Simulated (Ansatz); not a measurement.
Two Ansatz runs on BeSi

The cell is built from the L10 type as a first guess.

First run: DFT, PBE, PAW with Ansatz's default frozen-core files, scalar-relativistic (Ansatz 0.2.0).

Command: `ansatz run input.yaml --threads 1 --pin off --max-ram 2048MiB --backend cpu --events-out ev --progress --plain --runs-dir out` The run took 31 s on 1 thread of AMD EPYC (Zen 3) (shared host), peak memory 0.35 GiB.

```yaml
crystal:
  lattice:
    - [2.5385139928, 0.0, 0.0]
    - [0.0, 2.5385139928, 0.0]
    - [0.0, 0.0, 3.4523790302]
  atoms:
    - { symbol: Be, position: [0.0, 0.0, 0.0] }
    - { symbol: Si, position: [0.5, 0.5, 0.5] }
kpoints:
  mp_grid: { grid: [14, 14, 11] }
scf:
  occupations: { method: fermi_dirac, width: 0.05 }
hamiltonian:
  xc: pbe
  pseudopotentials: { kind: paw }
output:
  forces: true
  stress: true
relax:
  f_tol: 0.005
  max_steps: 80
  cell: {}
```

Result: converged; relaxed volume 11.168 Å³/atom; 23 SCF iterations in all.

The input is then changed:

```diff
@@ -8,5 +8,5 @@
     - { symbol: Si, position: [0.5, 0.5, 0.5] }
 kpoints:
-  mp_grid: { grid: [14, 14, 11] }
+  mp_grid: { grid: [11, 11, 9] }
 scf:
   occupations: { method: fermi_dirac, width: 0.05 }
@@ -17,4 +17,8 @@
   forces: true
   stress: true
+  write_density: true
+  write_potential: true
+  elf: true
+  volumetric_format: npy
 relax:
   f_tol: 0.005
```

(1) Predict the outcome of the changed run.

Answers

(1) It converged; energy at zero smearing +3.6 meV/atom from the first run; relaxed volume 11.159 Å³/atom; 27 SCF iterations in all. Some of these settings are too coarse for converged properties.
